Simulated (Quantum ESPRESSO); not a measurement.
## W3MoSe5S3 (convergence and cost over cutoff and k mesh)

A calculation, not a measurement. The program is pw.x of Quantum ESPRESSO 7.5 (plane-wave density functional theory). The cell is made up: 12 atoms on a layered 2H lattice, with randomly drawn elements, strain and displacements, not relaxed. PseudoDojo standard norm-conserving files (v0.5 for PBE, v0.4.1 for LDA and PBEsol) set the functional; there is no spin polarisation, spin-orbit coupling or dispersion term, and the masses in the input are unused placeholders.

Input of the run in row 4:

```
&control calculation='scf', pseudo_dir='./dojo.nc.sr.pbe.v0_5.standard.upf', outdir='./o', disk_io='low', tprnfor=.true., tstress=.true. /
&system ibrav=0, nat=12, ntyp=4, nbnd=83, ecutwfc=85.99341389, nosym=.true., tot_charge=0,
 occupations='smearing', smearing='fd', degauss=0.0018374661
/
&electrons conv_thr=7.350e-09, electron_maxstep=60, /
ATOMIC_SPECIES
Mo 1.0 Mo.upf
S 1.0 S.upf
Se 1.0 Se.upf
W 1.0 W.upf
CELL_PARAMETERS angstrom
3.3029 0.0 0.0
0.0 5.7208 0.0
0.0 0.0 13.1788
ATOMIC_POSITIONS angstrom
W -0.0009 1.9392 3.3393
Mo 1.6847 0.9775 9.895
W 1.6362 4.7813 3.2771
W 0.017 3.7448 9.8987
Se -0.0275 1.8966 8.2572
S 0.0136 1.9523 11.534
Se 1.6421 0.9649 1.5947
S 1.6051 0.8822 5.0128
Se 1.7279 4.7745 8.2549
S 1.651 4.81 11.5448
Se -0.0455 3.8251 1.6278
Se -0.0548 3.8263 4.9635
K_POINTS automatic
7 4 2 1 1 1
```

The same cell was run at these settings. Meshes are shifted by half a step, and differences are from the last row, which is itself not exact.

| cutoff (eV) | k mesh | k points solved | threshold (eV) | free energy less the last row's (eV) | pressure (GPa) | largest stress difference (GPa) | largest force difference (eV/Å) | iterations | wall time (s) | k-point pools | processor |
| --- | --- | --- | --- | --- | --- | --- | --- | --- | --- | --- | --- |
| 819 | 2 x 2 x 2 | 4 | 1e-04 | 5.432 | -47.26 | 44.64 | 0.481 | 16 | 61 | 4 | Intel Xeon, 2023 or later |
| 1170 | 1 x 1 x 1 | 1 | 1e-07 | -2.829 | -2.13 | 4.23 | 1.348 | 22 | 102 | 4 | Intel Xeon, 2023 or later |
| 682 | 7 x 4 x 2 | 28 | 1e-07 | 58.791 | -238.73 | 235.52 | 0.040 | 23 | 248 | 4 | Intel Xeon, 2023 or later |
| 1170 | 7 x 4 x 2 | 28 | 1e-07 | 0.004 | -3.28 | 0.02 | 0.002 | 21 | 560 | 4 | Intel Xeon, 2023 or later |
| 1467 | 9 x 6 x 4 | 108 | 1e-07 | 0.000 | -3.29 | 0.00 | 0.000 | 21 | 3400 | 4 | Intel Xeon, 2023 or later |

Each pool is one process. Wall times include start-up and a band step at six k points, which weighs most on the coarsest meshes. The runs were on shared virtual cores whose load varied, so times are rough.